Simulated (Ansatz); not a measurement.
MoRu:
```
MoRu
1.0
    2.73949     0.00000     0.00000
   -1.36974     2.37247     0.00000
    0.00000     0.00000     4.40104
Mo Ru
1 1
Direct
  0.66667   0.33333   0.00000
  0.33333   0.66667   0.50000
```

Relaxed with PBEsol. Special points in fractions of this cell's reciprocal vectors: Γ (0.000, 0.000, 0.000); M (0.500, 0.000, 0.000); K (0.333, 0.333, 0.000); A (0.000, 0.000, 0.500); L (0.500, 0.000, 0.500); H (0.333, 0.333, 0.500).

List the band energies nearest the Fermi level at these points for DFT-PBEsol in the program Ansatz with PAW potentials.

In eV from the Fermi level; about four levels below and three above (degenerate sets whole), none deeper than 8.9 eV; … stands for higher levels left out; points with the same levels are listed once.

```csv
k,below,above
Γ,-0.41 -0.41 -0.39 -0.39,1.68 …
M,-2.01 -1.13 -1.03 -0.44,1.86 3.58 4.71
K,-3.27 -2.99 -2.29 -1.49,0.07 2.08 2.64
A,-2.15 -2.15 -1.50 -1.40 -1.40,1.33 1.33 …
L,-5.28 -3.92 -3.52 -0.65,0.91 0.98 1.99
H,-3.31 -2.29 -1.20 -0.15,0.12 2.17 3.25
```

Space group P-6m2. The workflow started from a Materials Project entry (that database holds measured and hypothetical structures alike); the Crystallography Open Database copy checked does not list it. With Mo and Ru taken as one species the cell has the higher symmetry P6_3/mmc, so it may be an ordered model of a mixed-site phase. Its standing as an ambient phase is unchecked. The cell was relaxed with PBEsol under the symmetry of its start; of distortions, only those at the zone centre were tested. No spin polarisation was allowed. Spin–orbit coupling is left out wherever it is not named.

Potentials: the later of the program's two PAW sets.
